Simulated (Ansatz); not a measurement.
Ansatz (a first-principles code) input:

Ansatz 0.2 input:
```yaml
crystal:
  lattice:
    - [1.4191816982, -2.0938900283, 0.0]
    - [1.4191816982, 2.0938900283, 0.0]
    - [0.0, 0.0, 8.0060419188]
  atoms:
    - { symbol: Cr, position: [0.5, 0.5, 0.7379439185] }
    - { symbol: Cr, position: [0.5, 0.5, 0.2620560815] }
    - { symbol: Cr, position: [0.0, 0.0, 0.5] }
    - { symbol: Ru, position: [0.0, 0.0, 0.0] }
kpoints:
  mp_grid: { grid: [13, 13, 4] }
  band_path:
    path:
      - [[0.0, 0.0, 0.0], [-0.5, 0.5, 0.0], [-0.3648439906, 0.6351560094, 0.0]]  # Γ-Y-C_0
      - [[0.3648439906, 0.3648439906, 0.0], [0.0, 0.0, 0.0], [0.0, 0.0, 0.5], [0.3648439906, 0.3648439906, 0.5]]  # Σ_0-Γ-Z-A_0
      - [[-0.3648439906, 0.6351560094, 0.5], [-0.5, 0.5, 0.5], [-0.5, 0.5, 0.0]]  # E_0-T-Y
      - [[0.0, 0.0, 0.0], [0.0, 0.5, 0.0], [0.0, 0.5, 0.5], [0.0, 0.0, 0.5], [-0.5, 0.5, 0.5]]  # Γ-S-R-Z-T
    npoints: 6
basis: { xc_grid: 2 }
hamiltonian:
  xc: pbesol
  pseudopotentials: { kind: paw }
magnetization: { noncollinear: true, spin_orbit: true }
scf:
  n_extra_bands: 12
  convergence: { dr2_threshold: 0.0000000001 }
  occupations: { method: gaussian, width: 0.05 }
output: { eigenvalues: true }
```

Output (shortened):

```
Pseudopotential: Cr, paw_fr, valence charge 14
Pseudopotential: Ru, paw_fr, valence charge 16
Functional definition: PBEsol
non-collinear run that drives no moment, with spin-orbit …
Crystal: 4 atoms, lattice volume = 47.582 Å³
Basis set: ecut = 420 eV, 921 PW (Γ), exchange–correlation on 36×36×108 points (8 copies of the dense FFT grid, shifted against one another)
Bands: 70, of which v1, the nominal top of the filled ones, is band 58 counted from 1 (57 counted from 0)
Symmetry: 8 space group operations + 8 with time reversal
k-points: 147 of 676
Projection manifold: j_resolved (fully-relativistic pseudo-atomic orbitals)
SCF iter   1: F=—  HF=-15893.054030 eV  |F-HF|=—  |Δ(HF+E_count)|=         —  Δρ=4.68e-1  dr2=6.24e2  dr2_m=0.00e0 (ungated)  ethr=3.10e-3  |M|=0.00e0 ∫|m|=0.00e0 μB  |m|>n=0.0e0 m-floor=0.0e0 τ_xc=0.0e0  β_m=0.30  ⟨swp⟩=6.3  Hψ=23946  notcnv=0  defer=24
preconditioner: auto → Kerker (q_TF=auto, 2.820 Å⁻¹)
spin=Noncollinear: Kerker preconditioning applied to the charge; magnetization (m_x, m_y, m_z) channels mix plain (no charge-response kernel on spin).
SCF iter   2: F=—  HF=-15873.627745 eV  |F-HF|=—  |Δ(HF+E_count)|=    1.94e1  Δρ=2.74e-1  dr2=4.74e1  dr2_m=0.00e0 (ungated)  ethr=3.10e-3  |M|=0.00e0 ∫|m|=0.00e0 μB  |m|>n=0.0e0 m-floor=0.0e0 τ_xc=0.0e0  β_m=0.29  ⟨swp⟩=3.9  Hψ=12669  notcnv=0  defer=688
SCF iter   3: F=—  HF=-15868.720854 eV  |F-HF|=—  |Δ(HF+E_count)|=    4.91e0  Δρ=1.62e-1  dr2=3.39e1  dr2_m=0.00e0 (ungated)  ethr=3.10e-3  |M|=0.00e0 ∫|m|=0.00e0 μB  |m|>n=0.0e0 m-floor=0.0e0 τ_xc=0.0e0  β_m=0.29  ⟨swp⟩=3.4  Hψ=11383  notcnv=0  defer=746
SCF iter   4: F=—  HF=-15866.484639 eV  |F-HF|=—  |Δ(HF+E_count)|=    2.24e0  Δρ=8.76e-2  dr2=8.35e0  dr2_m=0.00e0 (ungated)  ethr=3.10e-3  |M|=0.00e0 ∫|m|=0.00e0 μB  |m|>n=0.0e0 m-floor=0.0e0 τ_xc=0.0e0  β_m=0.31  ⟨swp⟩=3.5  Hψ=12988  notcnv=0  defer=706
SCF iter   5: F=—  HF=-15865.658315 eV  |F-HF|=—  |Δ(HF+E_count)|=   8.26e-1  Δρ=5.53e-2  dr2=3.88e0  dr2_m=0.00e0 (ungated)  ethr=3.10e-3  |M|=0.00e0 ∫|m|=0.00e0 μB  |m|>n=0.0e0 m-floor=0.0e0 τ_xc=0.0e0  β_m=0.51  ⟨swp⟩=3.2  Hψ=10762  notcnv=0  defer=690
SCF iter   6: F=—  HF=-15865.949457 eV  |F-HF|=—  |Δ(HF+E_count)|=   2.91e-1  Δρ=1.31e-1  dr2=1.15e1  dr2_m=0.00e0 (ungated)  ethr=3.10e-3  |M|=0.00e0 ∫|m|=0.00e0 μB  |m|>n=0.0e0 m-floor=0.0e0 τ_xc=0.0e0  β_m=0.75  ⟨swp⟩=2.9  Hψ=11425  notcnv=0  defer=734  recentre
SCF iter   7: F=—  HF=-15865.367560 eV  |F-HF|=—  |Δ(HF+E_count)|=   5.82e-1  Δρ=4.62e-2  dr2=2.52e0  dr2_m=0.00e0 (ungated)  ethr=3.10e-3  |M|=0.00e0 ∫|m|=0.00e0 μB  |m|>n=0.0e0 m-floor=0.0e0 τ_xc=0.0e0  β_m=0.63  ⟨swp⟩=3.3  Hψ=13920  notcnv=0  defer=682
SCF iter   8: F=—  HF=-15865.256723 eV  |F-HF|=—  |Δ(HF+E_count)|=   1.11e-1  Δρ=1.39e-2  dr2=1.30e-1  dr2_m=0.00e0 (ungated)  ethr=3.10e-3  |M|=0.00e0 ∫|m|=0.00e0 μB  |m|>n=0.0e0 m-floor=0.0e0 τ_xc=0.0e0  β_m=0.59  ⟨swp⟩=2.9  Hψ=6028  notcnv=0  defer=676
SCF iter  17: F=-15865.247035 eV  HF=-15865.247035 eV  |F-HF|=6.37e-11  |Δ(HF+E_count)|=  3.27e-11  Δρ=2.36e-7  dr2=6.63e-11  dr2_m=0.00e0 (ungated)  ethr=1.00e-12  |M|=0.00e0 ∫|m|=0.00e0 μB  |m|>n=0.0e0 m-floor=0.0e0 τ_xc=0.0e0  ⟨swp⟩=8.7  Hψ=18147  notcnv=0
SCF 1 converged in 17 iterations: F = -15865.247035 eV  dr2 = 6.63e-11
NSCF: frozen V_eff on 70 k-points
SCF converged after 17 iterations
Magnetization: |M| = 0.0000 μB,  M = (+0.0000, +0.0000, +0.0000) μB
Absolute magnetization: 0.0000 μB (∫|m|)
  site 0: m = (+0.0000, +0.0000, +0.0000) μB, |m| = 0.0000 μB  (R = 0.98 Å)
  site 1: m = (+0.0000, +0.0000, +0.0000) μB, |m| = 0.0000 μB  (R = 0.98 Å)
  site 2: m = (+0.0000, +0.0000, +0.0000) μB, |m| = 0.0000 μB  (R = 0.98 Å)
  site 3: m = (+0.0000, +0.0000, +0.0000) μB, |m| = 0.0000 μB  (R = 1.04 Å)
Free energy (F): -15865.247035 eV
Harris-Foulkes:  -15865.247035 eV  (|F-HF|=6.37e-11)
Internal energy: -15865.239527 eV  (E = F + TS)
E sigma→0 (E₀):  -15865.243281 eV
Entropy (-TS):   -0.007507 eV (-1.877 meV/atom)
Fermi energy:    20.940467 eV
--- Per-component energies (eV) ---
  E_band       = -469.552669
  E_kinetic    = 1547.538501
  E_local      = -4748.870336  (includes V_loc(G=0)·N_el)
  E_nonlocal   = 585.246673
  E_hartree    = 1930.252916
  E_xc         = -608.098588
  E_vxc        = -775.145666  (∫ρ·V_xc dr)
  E_paw        = -6902.285469  (= ΣΔE_a)
  E_vpaw       = -938.828681  (= ΣTr[D̂ρ^β])
  E_aug_tail   = 0.000859  (compensation charges beyond the density's cutoff)
  E_ewald      = -7669.760833
  E_core_change = 0.736750  (= ΣΔE_core)
  E_smearing   = -0.007507  (= −TS)
  E_closure    = 0.000000  (closes the sum)
  Σ components = -15865.247035   (vs F -15865.247035, Δ=0.00e0)
  [band-id]    e_kinetic+e_local+e_nonlocal+2·e_hartree+e_vxc+e_vpaw+e_augmentation_tail = -469.552817   (vs E_band -469.552669, Δ=-1.48e-4)
--- Band table (eV; the first three rows and the last of 147) ---
  k-point 0: bands = ["-52.2101", "-52.2101", "-50.7734", "-50.7734", "-50.7034", "-50.7034", "-50.5424", "-50.5424", "-24.2754", "-24.2754", "-22.9212", "-22.9212", "-22.7013", "-22.7013", "-22.4331", "-22.4331", "-21.9502", "-21.9502", "-21.7251", …
  k-point 1: bands = ["-52.2101", "-52.2101", "-50.7747", "-50.7747", "-50.7015", "-50.7015", "-50.5429", "-50.5429", "-24.2749", "-24.2749", "-22.9239", "-22.9239", "-22.6992", "-22.6992", "-22.4333", "-22.4333", "-21.9398", "-21.9398", "-21.7543", …
  k-point 2: bands = ["-52.2101", "-52.2101", "-50.7761", "-50.7761", "-50.6996", "-50.6996", "-50.5435", "-50.5435", "-24.2744", "-24.2744", "-22.9267", "-22.9267", "-22.6972", "-22.6972", "-22.4335", "-22.4335", "-21.9266", "-21.9266", "-21.7835", …
  k-point 146: bands = ["-51.9728", "-51.9728", "-50.6203", "-50.6203", "-50.5678", "-50.5678", "-50.4324", "-50.4324", "-24.6906", "-24.6906", "-22.9923", "-22.9923", "-22.9389", "-22.9389", "-22.8530", "-22.8530", "-22.0027", "-22.0027", "-21.9597", …
```

Cost: very roughly 2.5 core-minutes on shared cores.

Space group Cmmm. The first step of the workflow began from a Materials Project structure, measured or hypothetical; the Crystallography Open Database copy checked does not list it. With Cr and Ru taken as one species the cell has the higher symmetry Im-3m, so it may be an ordered model of a mixed-site phase. Whether it is the stable phase at ambient conditions was not checked. The PBEsol relaxation kept the symmetry of its start. At this level the phase is dynamically unstable (imaginary phonons). The run is not spin-polarised. Its formation energy is positive at this level, so the cell may be metastable or incomplete.

Potentials: the later of the program's two PAW sets.

Ansatz is a plane-wave DFT program.
